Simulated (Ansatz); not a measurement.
SrTiO3:
```
SrTiO3
1.0
   -2.75162     2.75162     3.89838
    2.75162    -2.75162     3.89838
    2.75162     2.75162    -3.89838
Sr O Ti
2 6 2
Direct
  0.75000   0.25000   0.50000
  0.25000   0.75000   0.50000
  0.25000   0.25000   0.00000
  0.75000   0.75000   0.00000
  0.73711   0.23711   0.97423
  0.23711   0.26289   0.50000
  0.26289   0.76289   0.02577
  0.76289   0.73711   0.50000
  0.00000   0.00000   0.00000
  0.50000   0.50000   0.00000
```

This is the HSE06-relaxed structure.

All from HSE06 in the plane-wave PAW code Ansatz, unless another level is named. Estimate the gap with spin–orbit coupling.

3.37 eV (at the special points and the edges found without it).

Give the band gap.

3.39 eV (direct).

Next, the valence-band maximum?

at Γ.

Space group I4/mcm. The workflow started from an entry of the Crystallography Open Database (COD), which files this formula under 2 space groups. It is not the phase usual at ambient conditions (space group No. 221). The cell was relaxed with HSE06 under the symmetry of its start; whether a distortion lowers the energy is not shown. No spin polarisation was allowed. The hybrid was solved on a coarse mesh, the path and, where they were found, the r²SCAN edge points; its band edges are the extreme levels among these. Scalar-relativistic: spin–orbit coupling is off unless named, which matters more the heavier the elements.

Potentials: the later of the program's two PAW sets.
